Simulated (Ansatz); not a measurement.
# Magnetic orders of CoSi

Computed with DFT r2SCAN, scalar-relativistic, plane waves, PAW (Ansatz).

```
CELL_PARAMETERS angstrom
2.61682 0.00000 0.00000
0.00000 2.61682 0.00000
0.00000 0.00000 3.13582
ATOMIC_POSITIONS crystal
Co 0.00000 0.00000 0.00000
Si 0.50000 0.50000 0.50000
```

* plane-wave cutoff: 500 eV
* Γ-centred k-mesh: 16×16×14
* occupation rule: Gaussian smearing, 0.1 eV
* list of starting moments (μB, in atom order): 3.5 0
* check for lower electronic states after the SCF: off

All runs keep this geometry, which isn't relaxed for the lowest state (largest force there 0.000 eV/Å, pressure -7.1 GPa) and needn't be a stable compound; relaxing each order can shift differences of a few meV. r2SCAN tends to overstate moments in metals, so a weak moment here may be absent in the real material. Site moments are spin moments in atom-centred spheres that scale with the neighbour distance. The states are those that the runs reached from these starts; a lower one can exist. No antiferromagnetic start is among these.

```csv
start,ends,energy above lowest (meV/atom),site moments (μB),gap on mesh (eV),P (GPa)
no spin,non-magnetic,16.6,none over 0.05,metal,-8.3
large parallel starting moments,ferromagnetic,0.00,Co +0.51,metal,-7.1
```

Cost: 2 runs of about 1.6 core-minutes in all, on Arm Neoverse V1 (shared hosts).